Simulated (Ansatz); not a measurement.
**A sublattice moved along a line in InSe2**

All numbers below come from DFT PBEsol, scalar-relativistic, plane waves, PAW in Ansatz 0.2.0. Cutoff 420 eV, Γ-centred 12×12×6 k-points, Gaussian smearing of 0.15 eV. No spin polarisation. Energies are free energies at this smearing, counted from the undisturbed cell; pressure is positive in compression.

The starting cell (relaxed at this level; with this scan's settings it stands at -0.1 GPa; it needn't be the usual structure):

```
In Se
1.0
     3.83279    0.00000    0.00000
     0.00000    3.83279    0.00000
     0.00000    0.00000    9.34051
In Se
2 4
Direct
  0.00000 0.50000 0.70511
  0.50000 0.00000 0.29489
  0.00000 0.50000 0.36699
  0.50000 0.00000 0.63301
  0.00000 0.00000 0.00000
  0.50000 0.50000 0.00000
```

Every In atom is moved by x along the Cartesian unit vector (0.000, 0.000, -1.000); the cell and all other atoms stay fixed. The cell is metallic on the mesh throughout.

```tsv
x (Å)	ΔE (meV/cell)	force along x on the moved atoms (eV/Å)	pressure (GPa)
-0.5000	238.7	1.43	1.9
-0.2500	37.4	0.36	0.3
0.0000	0.0	0.00	-0.1
0.3750	?	-0.76	?
```

(1) Give the withheld values.

## Answers

(1) ΔE (meV/cell) at x (Å) = 0.3750: 105.1; pressure (GPa) at x (Å) = 0.3750: 0.9.